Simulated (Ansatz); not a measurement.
Na:
```
Na
1.0
    3.70001     0.00000     0.00000
   -1.85001     3.20431     0.00000
    0.00000     0.00000     6.13622
Na
2
Direct
  0.33333   0.66667   0.25000
  0.66667   0.33333   0.75000
```

Relaxed with PBEsol. Special points in fractions of this cell's reciprocal vectors: Γ (0.000, 0.000, 0.000); M (0.500, 0.000, 0.000); K (0.333, 0.333, 0.000); A (0.000, 0.000, 0.500); L (0.500, 0.000, 0.500); H (0.333, 0.333, 0.500).

Q: List the band energies nearest the Fermi level at these points for PBEsol (plane waves, PAW; program Ansatz).

A: In eV from the Fermi level; about four levels below and three above (degenerate sets whole), none deeper than 8.9 eV; … stands for higher levels left out; points with the same levels are listed once.

| k | below | above |
|---|---|---|
| Γ | -3.31 | 0.48 0.90 10.21 10.21 |
| M | – | 0.27 0.42 3.85 |
| K | – | 1.34 1.58 1.58 |
| A | -2.29 -2.29 | 5.42 5.42 … |
| L | – | 1.08 1.08 1.59 1.59 |
| H | – | 2.12 2.12 2.27 2.27 |

Space group P6_3/mmc (hcp (Mg type)). The first step of the workflow began from a Materials Project structure, measured or hypothetical; the Crystallography Open Database files this formula in space group No. 194, but the cells were not matched. It is not the phase usual at ambient conditions (space group No. 229). The PBEsol relaxation kept the symmetry of its start; its stability against distortions is not shown here.

Potentials: the earlier of the program's two PAW sets.
